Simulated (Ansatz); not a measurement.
Space group Pm-3m (No. 221). a = 4.517 Å, b = 4.517 Å, c = 4.517 Å, α = 90.00°, β = 90.00°, γ = 90.00°
```
atom site symmetry x y z
  Cs    1a m-3m  0.0000  0.0000  0.0000
  Ca    1b m-3m  0.5000  0.5000  0.5000
   F    3c    4/mm.m  0.0000  0.5000  0.5000
```

Equation of state of this CsCaF3 structure (not necessarily the ground state), with shape and atoms relaxed at each volume where symmetry leaves them free. Theory: DFT r2SCAN, scalar-relativistic, plane waves, PAW (Ansatz 0.2.0).

Cutoff 500 eV; k points 6×6×6 on the computed 5-atom cell (Γ-centred); Gaussian smearing, width 0.02 eV; no spin polarisation.

```tsv
V (Å³/atom)	E − E(largest V) (meV/atom)	P (GPa)	gap on mesh (eV)
17.329	2.52	3.92	8.47
17.882	-7.22	1.79	8.26
18.435	-10.21	-0.01	8.05
18.988	-7.51	-1.52	7.84
19.542	0.00	-2.79	7.65
```

Task: Fit a third-order Birch–Murnaghan equation to E(V).

Result: V0 = 18.43 Å³/atom, B0 = 55 GPa, B0' = 4.7.

Spin-orbit coupling is left out, which matters for the bands of heavy elements.

Symmetry holds off the tilts and polar distortions that many cubic perovskites undergo.

Cost: 5 runs of about 0.9 core-minutes in all, on Arm Neoverse V2 (shared hosts).